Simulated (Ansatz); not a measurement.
LiNbO3 (LiNbO3 type, space group R3c)

```yaml
crystal:
  lattice:
    - [2.56710, 1.48212, 4.60885]
    - [-2.56710, 1.48212, 4.60885]
    - [0.00000, -2.96423, 4.60885]
  atoms:
    - { symbol: Li, position: [0.70253, 0.70253, 0.70253] }
    - { symbol: Li, position: [0.20253, 0.20253, 0.20253] }
    - { symbol: Nb, position: [0.98491, 0.98491, 0.98491] }
    - { symbol: Nb, position: [0.48491, 0.48491, 0.48491] }
    - { symbol: O, position: [0.62334, 0.87413, 0.26480] }
    - { symbol: O, position: [0.87413, 0.26480, 0.62334] }
    - { symbol: O, position: [0.26480, 0.62334, 0.87413] }
    - { symbol: O, position: [0.76480, 0.37413, 0.12334] }
    - { symbol: O, position: [0.37413, 0.12334, 0.76480] }
    - { symbol: O, position: [0.12334, 0.76480, 0.37413] }
```

The slice is a (1 -1 0 2) plane (indices of the conventional cell) through the point (0.265, 0.623, 0.874) (fractional), spanned by u = [1 0 -1] and v = [010] in vectors of this cell: u (5.13 Å) and v (5.48 Å, at 90° to u). It covers one period; positions are fractions (u, v).

All values below come from PBEsol (plane waves to 420 eV, PAW, scalar-relativistic; Ansatz, a program for electronic structure). k mesh 8×8×8. These are valence fields of a PAW run, semicore shells included where kept as valence: close to a nucleus they are smooth pseudo fields. LiNbO3 is run without spin polarisation. LiNbO3 was relaxed with its symmetry unable to fall. The PAW data are Ansatz's earlier set.

Problem. Sketch the density of the highest valence band (whole band, smooth part) on this plane as a map.

Solution. 
```
v \ u   0.00   0.11   0.21   0.32   0.42   0.53   0.63   0.74   0.84   0.95
-----  -----  -----  -----  -----  -----  -----  -----  -----  -----  -----
0.90   0.057  0.009  0.002  0.001  0.001  0.001  0.000  0.002  0.019  0.078
0.80   0.004  0.001  0.002  0.003  0.001  0.001  0.003  0.003  0.005  0.006
0.70   0.004  0.009  0.003  0.002  0.002  0.006  0.014  0.009  0.002  0.001
0.60   0.043  0.069  0.009  0.002  0.002  0.008  0.018  0.010  0.001  0.014
0.50   0.068  0.003  0.074  0.008  0.001  0.003  0.005  0.003  0.001  0.023
0.40   0.009  0.054  0.051  0.007  0.001  0.001  0.001  0.001  0.001  0.004
0.30   0.001  0.004  0.006  0.004  0.003  0.002  0.001  0.002  0.003  0.001
0.20   0.008  0.004  0.000  0.004  0.013  0.010  0.003  0.002  0.002  0.006
0.10   0.066  0.046  0.004  0.004  0.016  0.015  0.004  0.001  0.004  0.025
0.00   0.002  0.072  0.007  0.001  0.004  0.005  0.002  0.002  0.027  0.063
```

Values: density of the highest valence band (whole band, smooth part) in e/Å³.
